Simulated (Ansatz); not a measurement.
Here is the system:

CsZn4As3:
```cif
data_As3CsZn4
_chemical_formula_sum 'Cs1 Zn4 As3'
_space_group_name_H-M_alt 'P 1'
_space_group_IT_number 1
_cell_length_a 4.08265
_cell_length_b 4.08265
_cell_length_c 10.32904
_cell_angle_alpha 90.000
_cell_angle_beta 90.000
_cell_angle_gamma 90.000
loop_
_space_group_symop_operation_xyz
  'x, y, z'
loop_
_atom_site_label
_atom_site_type_symbol
_atom_site_fract_x
_atom_site_fract_y
_atom_site_fract_z
_atom_site_occupancy
Cs1 Cs 0.00000 0.00000 0.50000 1
Zn1 Zn 0.00000 0.50000 0.15524 1
Zn2 Zn 0.50000 0.00000 0.15524 1
Zn3 Zn 0.00000 0.50000 0.84476 1
Zn4 Zn 0.50000 0.00000 0.84476 1
As1 As 0.50000 0.50000 0.28752 1
As2 As 0.50000 0.50000 0.71248 1
As3 As 0.00000 0.00000 0.00000 1
```

This is the LDA-relaxed structure.

Task: All from plane-wave PAW LDA (Ansatz code), unless another level is named. Give the highest zone-centre frequency.

Result: 6.99 THz.

Task: Predict the bulk modulus (Birch–Murnaghan fit).

Result: 41.6 GPa.

Space group P4/mmm. The workflow started from an entry of the Crystallography Open Database (COD, 200 K). Its standing as an ambient phase is unchecked. Symmetry was held in the LDA relaxation; of distortions, only those at the zone centre were tested. A small band overlap can be real or an error of a semilocal functional. As this level gives no gap, phonon frequencies hold no LO–TO term and depend on the k-mesh and smearing (Fermi–Dirac, 0.1 eV here). Spin–orbit coupling is left out wherever it is not named.

Potentials: the later of the program's two PAW sets.
